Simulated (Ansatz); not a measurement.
ScAlN2:
```cif
data_AlN2Sc
_chemical_formula_sum 'Sc1 N2 Al1'
_space_group_name_H-M_alt 'P3m1'
_space_group_IT_number 156
_space_group_name_Hall 'P 3 -2"'
_cell_length_a 3.32270
_cell_length_b 3.32270
_cell_length_c 5.16885
_cell_angle_alpha 90.000
_cell_angle_beta 90.000
_cell_angle_gamma 120.000
loop_
_atom_site_label
_atom_site_type_symbol
_atom_site_symmetry_multiplicity
_atom_site_Wyckoff_symbol
_atom_site_fract_x
_atom_site_fract_y
_atom_site_fract_z
_atom_site_occupancy
Sc1 Sc 1 b 0.33333 0.66667 0.99077 1
N1 N 1 b 0.33333 0.66667 0.40830 1
Al1 Al 1 c 0.66667 0.33333 0.50402 1
N2 N 1 c 0.66667 0.33333 0.86691 1
```

Relaxed with r²SCAN.

Task: Tabulate the valence density and the electron localisation function along the shortest Al–N contact (1.88 Å), r²SCAN in the plane-wave PAW code Ansatz.

Result: 

```tsv
distance from Al (Å)	density (e/Å³)	ELF
0.19	0.05	0.08
0.28	0.06	0.00
0.38	0.08	0.02
0.47	0.12	0.06
0.56	0.19	0.25
0.66	0.28	0.51
0.75	0.39	0.71
0.84	0.52	0.80
0.94	0.68	0.84
1.03	0.88	0.86
1.13	1.14	0.86
1.22	1.50	0.85
1.31	2.01	0.81
1.41	2.62	0.73
1.50	3.13	0.57
1.59	3.39	0.33
1.69	3.40	0.13
```

The density is the valence pseudo-density with augmentation charge, so density and ELF within about 1 Å of a nucleus are not all-electron values.

The start of the workflow was typed in or built on a structure type; neither database checked (COD, Materials Project) lists it. Whether it is the stable phase at ambient conditions was not checked. The cell was relaxed with r²SCAN under the symmetry of its start; whether a distortion lowers the energy is not shown. The run is not spin-polarised.

Potentials: the earlier of the program's two PAW sets.
